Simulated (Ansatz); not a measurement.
C:
Space group P6₃/mmc (No. 194); a = b = 2.510 Å, c = 8.280 Å, α = β = 90.00°, γ = 120.00°

| atom | site | symmetry | x | y | z |
|---|---|---|---|---|---|
| C | 4e | 3m. | 0.0000 | 0.0000 | 0.0929 |
| C | 4f | 3m. | 0.3333 | 0.6667 | 0.1555 |

Relaxed with r²SCAN.

Problem. Give the optical modes at the zone centre with their infrared and Raman activity from DFPT, r²SCAN (plane waves, PAW; program Ansatz).

Solution. Transverse frequencies, without the LO–TO term; a row sums one degenerate level.

```csv
ω (cm⁻¹),degeneracy,IR ((D/Å)²/amu),Raman (Å⁴/amu),activity,symmetry
400,2,0.00,0,silent,E2u
419,2,0.00,0,silent,E2g
550,2,0.00,0.072,Raman,E1g
705,1,0.00,0,silent,B1g
714,1,0.00,0,silent,B2u
1057,1,0.00,14,Raman,A1g
1218,2,0.01,0,IR,E1u
1259,2,0.00,230,Raman,E2g
1272,2,0.00,0,silent,E2u
1279,1,0.00,0,silent,A2u
1311,1,0.00,0,silent,B2u
1313,1,0.00,300,Raman,A1g
1326,2,0.00,140,Raman,E1g
1337,1,0.00,0,silent,B1g
```

Space group P6_3/mmc. The workflow started from a Materials Project entry (that database holds measured and hypothetical structures alike). Its sites differ from those of the usual phase in this space group: another stacking or structure type. The r²SCAN relaxation kept the symmetry of its start; phonons on a q-mesh show no instability.

Potentials: the later of the program's two PAW sets.
